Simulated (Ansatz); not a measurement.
## CaAlH2: input and output

input.yaml (Ansatz 0.2.0)

```yaml
crystal:
  lattice:
    - [7.25902, 0.0, 0.0]
    - [0.0, 3.456676, 0.0]
    - [0.0, 0.0, 9.724176]
  atoms:
    - { symbol: H, position: [0.23, 0.25, 0.431] }
    - { symbol: H, position: [0.27, 0.75, 0.931] }
    - { symbol: H, position: [0.73, 0.25, 0.069] }
    - { symbol: H, position: [0.77, 0.75, 0.569] }
    - { symbol: Al, position: [0.998, 0.25, 0.613] }
    - { symbol: Al, position: [0.502, 0.75, 0.113] }
    - { symbol: Al, position: [0.498, 0.25, 0.887] }
    - { symbol: Al, position: [0.002, 0.75, 0.387] }
    - { symbol: H, position: [0.664, 0.25, 0.674] }
    - { symbol: H, position: [0.836, 0.75, 0.174] }
    - { symbol: H, position: [0.164, 0.25, 0.826] }
    - { symbol: H, position: [0.336, 0.75, 0.326] }
    - { symbol: Ca, position: [0.135, 0.25, 0.136] }
    - { symbol: Ca, position: [0.365, 0.75, 0.636] }
    - { symbol: Ca, position: [0.635, 0.25, 0.364] }
    - { symbol: Ca, position: [0.865, 0.75, 0.864] }
  symmetry: { tolerance: 0.0003 }
kpoints:
  mp_grid: { grid: [5, 10, 4], shift: [0, 0, 0] }
magnetization:
  spin_polarized: false
scf:
  occupations: { method: fermi_dirac }
  lower_state_search: "off"
  max_iter: 200
hamiltonian:
  pseudopotentials: { kind: paw }
  xc: pbe
basis:
  ecutwfc: 420
  fft_grid_basis: typed
output:
  forces: true
  stress: true
  eigenvalues: true
  bader: true
  populations: true
  elf: true
  write_potential: true
  volumetric_format: npy
  dos:
    e_range: [-12, 8]
    de: 0.05
    projected: { site_lists: { Al: [Al], Ca: [Ca], H: [H] } }
checkpoint:
  read: saved_state
```

The saved state is an earlier solution for the same cell, perhaps on another mesh. 

Parts of the output:

```
Pseudopotentials: kind: paw
Pseudopotential: H, paw, valence charge 1, recommended cutoff 420 eV (normal), H.paw.azcp
Pseudopotential: Al, paw, valence charge 3, recommended cutoff 420 eV (normal), Al.paw.azcp
Pseudopotential: Ca, paw, valence charge 10, recommended cutoff 420 eV (normal), Ca.paw.azcp
Functional definition: PBE
  exchange = pbe_x(kappa = kappa, mu = beta*pi^2/3)
  correlation = pbe_c(beta = beta)
Crystal: 16 atoms, lattice volume = 244.000 Å³
Basis set: ecut = 420 eV, 4775 PW (Γ), exchange–correlation on 100×48×144 points (8 copies of the dense FFT grid, shifted against one another)
Bands: 46, of which v1, the nominal top of the filled ones, is band 30 counted from 1 (29 counted from 0)
Symmetry: 8 space group operations
Space group: Pnma (ITA 62), of the structure as read, at distance tolerance 1.9e-3 Å
k-points: 54 of 200
Initial density: read from a saved state, or passed on in memory by an earlier SCF of this step, an earlier step, the calling program or the single point that the run made first
Functional: x = pbe(κ = 0.804, μ = 0.2195), c = pbe(β = 0.0667)
SCF iter   1: F=—  Δρ=7.86e-4  dr2=2.34e-3
SCF iter   2: F=—  Δρ=4.55e-4  dr2=8.30e-4
SCF iter   3: F=—  Δρ=8.11e-5  dr2=2.40e-5
SCF iter   4: F=—  Δρ=1.70e-5  dr2=9.90e-7
SCF iter   5: F=-9539.8059 eV  Δρ=3.83e-6  dr2=5.35e-8
Free energy (F): -9539.8059 eV
Harris-Foulkes:  -9539.8059 eV  (|F-HF|=1.09e-11)
Internal energy: -9539.6233 eV  (E = F + TS)
E sigma→0 (E₀):  -9539.7146 eV
Entropy (-TS):   -0.1826 eV (-11.414 meV/atom)
Fermi energy:    5.7960 eV
--- Per-component energies (eV) ---
  E_band       = -628.4807
  E_kinetic    = 1286.5240
  E_local      = -3402.5986  (includes V_loc(G=0)·N_el)
  E_nonlocal   = 307.2345
  E_hartree    = 1168.1376
  E_xc         = -769.4299
  E_vxc        = -879.9899  (∫ρ·V_xc dr)
  E_paw        = -5304.9121  (= ΣΔE_a)
  E_vpaw       = -275.9211  (= ΣTr[D̂ρ^β])
  E_aug_tail   = -0.0078  (compensation charges beyond the density's cutoff)
  E_ewald      = -2824.5710
  E_smearing   = -0.1826  (= −TS)
--- Forces (eV/Å), atoms counted from 1 ---
  atom   1  H      0.2806     0.0000     0.7922
  atom   2  H     -0.2806     0.0000     0.7922
  atom   3  H      0.2806     0.0000    -0.7922
  atom   4  H     -0.2806     0.0000    -0.7922
  atom   5  Al    -0.4645     0.0000    -0.7655
  atom   6  Al     0.4645     0.0000    -0.7655
  atom   7  Al    -0.4645     0.0000     0.7655
  atom   8  Al     0.4645     0.0000     0.7655
  atom   9  H     -0.1647     0.0000     0.3688
  atom  10  H      0.1647     0.0000     0.3688
  atom  11  H     -0.1647     0.0000    -0.3688
  atom  12  H      0.1647     0.0000    -0.3688
  atom  13  Ca    -0.1010     0.0000    -0.0336
  atom  14  Ca     0.1010     0.0000    -0.0336
  atom  15  Ca    -0.1010     0.0000     0.0336
  atom  16  Ca     0.1010     0.0000     0.0336
--- Stress (GPa, compression-positive) ---
       -5.5106       0.0000       0.0000
        0.0000       0.6097       0.0000
        0.0000       0.0000      -6.6267
  P = ⅓ Tr σ = -3.8425 GPa (-38.425 kbar)
--- Bader charges: 16 sites ---
  site symbol  charge [e]  shift [e]
     0      H     -0.6092     0.0003
     1      H     -0.6092     0.0003
     2      H     -0.6092     0.0003
     3      H     -0.6091     0.0003
     4     Al     -0.0268     0.0005
     5     Al     -0.0268     0.0005
     6     Al     -0.0267     0.0005
     7     Al     -0.0267     0.0005
     8      H     -0.5995     0.0002
     9      H     -0.5995     0.0002
    10      H     -0.5995     0.0002
    11      H     -0.5995     0.0002
    12     Ca      1.2354     0.0000
    13     Ca      1.2354     0.0000
    14     Ca      1.2354     0.0000
    15     Ca      1.2354     0.0000
```

Origin: a known structure type with other elements, at an estimated volume, so it need not be a known compound.
